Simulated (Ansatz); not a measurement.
# CsPbCl₃: do energies and stresses tell the same story?

The calculation used DFT PBEsol, scalar-relativistic, plane waves, PAW in Ansatz 0.2.0.

Plane waves to 420 eV, a k mesh through Γ of 6×6×6 on the computed 5-atom cell and Gaussian smearing (0.02 eV); no spin polarisation.

Relaxed cell: Pm-3m, a = 5.619 Å, b = 5.619 Å, c = 5.619 Å, α = 90.00°, β = 90.00°, γ = 90.00°, 5 atoms in the primitive cell. Whether it is the stable form of this composition wasn't checked.

Energies at zero smearing and pressures from the stress tensor, at volumes with shape and atoms relaxed:
```csv
V (Å³/atom),E − E(first) (meV/atom),P (GPa)
33.347,0.00,1.79
34.411,-8.59,0.82
35.475,-11.24,0.00
36.540,-8.89,-0.69
37.604,-2.33,-1.27
```

**Question.** Check P = −dE/dV between neighbouring volumes, and get the bulk modulus from the pressures alone.

**Answer.** With 1 eV/Å³ = 160.2 GPa:
```csv
middle V (Å³/atom),−ΔE/ΔV (GPa),mean P (GPa)
33.879,1.293,1.307
34.943,0.399,0.411
36.007,-0.353,-0.343
37.072,-0.987,-0.979
```

The two differ by 0.01 GPa at most. The mean of two end pressures misses the average over a step by about ΔV² P″/12, up to 0.01 GPa here; with that taken off 0.00 GPa remains. Around V = 35.475 Å³/atom, the two neighbours give B = −V ΔP/ΔV = 35.475 × 1.51 / 2.129 = 25.1 GPa, against B0 = 25.0 GPa from the Birch–Murnaghan fit of the energies.

Spin–orbit coupling is left out, which can shift energies with elements as heavy as these.

Symmetry holds off the tilts and polar distortions that many cubic perovskites undergo.